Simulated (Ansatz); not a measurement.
Al2Cu:
```
Al2Cu
1.0
   -3.02571     3.02571     2.44378
    3.02571    -3.02571     2.44378
    3.02571     3.02571    -2.44378
Al Cu
4 2
Cartesian
  0.95991   3.98562   0.00000
  0.95991   2.06580   2.44378
  2.06580   0.95991   0.00000
  2.06580  -0.95991   2.44378
  0.00000   0.00000   1.22189
  0.00000   0.00000   3.66567
```

Relaxed with PBE. Special points in fractions of this cell's reciprocal vectors: Γ (0.000, 0.000, 0.000); X (0.000, 0.000, 0.500); M (-0.500, 0.500, 0.500); Z (0.413, 0.413, -0.413); Z0 (-0.413, 0.587, 0.413); P (0.250, 0.250, 0.250); N (0.000, 0.500, 0.000).

**Question.** List the band energies nearest the Fermi level at these points for DFT-PBE in the program Ansatz with PAW potentials.

**Answer.** In eV from the Fermi level; about four levels below and three above (degenerate sets whole), none deeper than 8.9 eV; points with the same levels are listed once.

```tsv
k	below	above
Γ	-1.20 -1.20 -0.80 -0.36	0.09 1.43 1.43
X	-1.42 -1.26 -0.98 -0.66	0.82 1.27 4.63
M	-3.27 -3.16 -3.16 -1.78	2.53 2.94 2.94
Z	-3.24 -3.20 -3.20 -1.08	1.53 1.79 1.79
P	-3.88 -3.88 -3.68 -3.68	0.42 0.42 0.78 0.78
N	-3.04 -3.04 -2.55 -2.55	0.24 0.24 4.05 4.05
```

Space group I4/mcm. Symmetry was held in the PBE relaxation. The run is not spin-polarised.

Potentials: the later of the program's two PAW sets.
